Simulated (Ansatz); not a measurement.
Relaxed PbTe (rock salt):

```
PbTe
1.0
    0.00000     6.56902     6.56902
    3.28451     0.00000     3.28451
    3.28451     3.28451     0.00000
Te Pb
2 2
Direct
  0.00000   0.00000   0.00000
  0.50000   0.00000   0.00000
  0.25000   0.50000   0.50000
  0.75000   0.50000   0.50000
```

Two-dimensional scan of atom 3 (Pb, nearest neighbour Te at 3.285 Å; its periodic images, 4.6 Å or more away, move with it): u runs along (1.000, 0.000, 0.000), v along (0.000, 0.000, 1.000) (Cartesian). Cell and other atoms are fixed.

All values below come from PBE (plane waves to 420 eV, PAW, scalar-relativistic; Ansatz, a program for electronic structure). k mesh 7×7×7 (Γ-centred), Fermi-Dirac smearing 0.05 eV. Fu and Fv are the components of the force on the atom. PbTe was relaxed with its symmetry unable to fall. Spin-orbit coupling is left out, though Pb and Te are heavy.

Changes of Fu (eV/Å) from the point u = 0.000 Å, v = 0.000 Å when one coordinate moves alone (two changes are said to add if the coupling is within 5 % of the smaller one, nearly so within 20 %):

```csv
point,change
"u = 0.000 Å, v = -0.820 Å",-0.426
"u = 0.000 Å, v = -0.547 Å",-0.310
"u = 0.000 Å, v = -0.273 Å",-0.161
"u = -0.820 Å, v = 0.000 Å",6.104
"u = -0.547 Å, v = 0.000 Å",2.206
"u = -0.273 Å, v = 0.000 Å",0.624
"u = 0.273 Å, v = 0.000 Å",-0.624
"u = 0.547 Å, v = 0.000 Å",-2.206
"u = 0.820 Å, v = 0.000 Å",-6.104
"u = 0.000 Å, v = 0.273 Å",0.161
"u = 0.000 Å, v = 0.547 Å",0.310
"u = 0.000 Å, v = 0.820 Å",0.426
```

Task: What is the change at u = -0.820 Å, v = 0.273 Å, where both move, and how far is it from the sum?

Result: The sum of the single changes is 6.104 + (0.161) = 6.265; the calculation gives 5.842, so the coupling contributes -0.423 (over 20 % of the smaller single change, not additive).

Task: Do the two effects add at u = -0.820 Å, v = 0.547 Å? Give the computed change.

Result: The sum of the single changes is 6.104 + (0.310) = 6.414; the calculation gives 4.926, so the coupling contributes -1.488 (over 20 % of the smaller single change, not additive).

Task: Do the two effects add at u = -0.273 Å, v = -0.820 Å? Give the computed change.

Result: The sum of the single changes is 0.624 + (-0.426) = 0.198; the calculation gives -0.372, so the coupling contributes -0.570 (over 20 % of the smaller single change, not additive).

(For displaced atoms, the force is minus the slope of the energy, and its curvature is a force constant, which sets phonon frequencies.)
